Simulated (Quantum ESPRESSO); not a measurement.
## One change at a time to AuTi6W

These are calculations, not measurements. They come from Quantum ESPRESSO 7.5, a public plane-wave density functional program. Each row is one single-point run on a made-up periodic cell of eight metal atoms, with elements, volume, strain and displacements drawn at random and not relaxed, so a cell may be unstable or far from any real phase. There is no spin polarisation or spin-orbit coupling.

Settings: PBE unless stated; PseudoDojo standard norm-conserving files; Fermi-Dirac width 0.25 eV, which means electrons at about 2900 K; cutoff 1143 eV; 5 x 5 x 4 k mesh shifted half a step off Gamma. E is the free energy of the whole cell (internal energy minus TS), so a -TS column is already part of it. Stress is positive in tension, and the pressure P is minus a third of its trace.

Checks: one run of this series was repeated at a higher cutoff and on a denser mesh, which moved values by no more than 0.002 eV, 0.02 GPa and 0.006 eV/Å, and a second program with other atomic files agreed on it to 2 % rms in force and 0.5 GPa in pressure. Known limits: heavy elements are run without spin-orbit coupling, which real alloys of them have; a spin test at this wide smearing found no moment, but such smearing suppresses magnetism that the real alloy may have.

The lattice is hexagonal close-packed, and the cell vectors in Å are (-0.027, 0.065, -4.730); (0.012, 5.065, -0.068); (5.684, 0.014, 0.033), a volume of 136.13 Å³ in run 1. The elements on sites 1 to 8 are Ti Ti Au Ti W Ti Ti Ti. Each later run makes one change to run 1 and keeps the rest. E is counted from run 1, and is n/a where other atomic files have another zero of energy.

```
run,change,V (Å³),P (GPa),-TS (eV),rms force (eV/Å),largest change of a force component (eV/Å),E (eV)
1,none,136.13,2.83,-2.297,0.634,0.000,0.000
2,sites 2 and 5 exchanged,136.13,2.37,-2.299,0.617,0.697,-0.041
3,all lengths scaled by +1.25 %,141.29,-2.05,-2.387,0.546,0.164,?
4,LDA in place of PBE,136.13,-7.01,-2.333,0.525,0.200,n/a
5,Ag on site 6,136.13,2.82,-2.120,0.634,0.438,n/a
6,site 4 moved by -0.10 Å along y,136.13,2.92,-2.321,0.635,0.520,0.018
```

## Worked estimate

Along a uniform scaling dE = -P dV. The mean of the two pressures is 0.390 GPa and the volume changes by 5.16 Å³, with 160.2 GPa to one eV/Å³. The same two rows give -V dP/dV = 131 GPa for this cell with clamped atoms, which is not the bulk modulus of a real alloy.

## Withheld value

Question: what E should run 3 give?

The estimate is -0.013 eV. The calculation gave -0.011 eV.
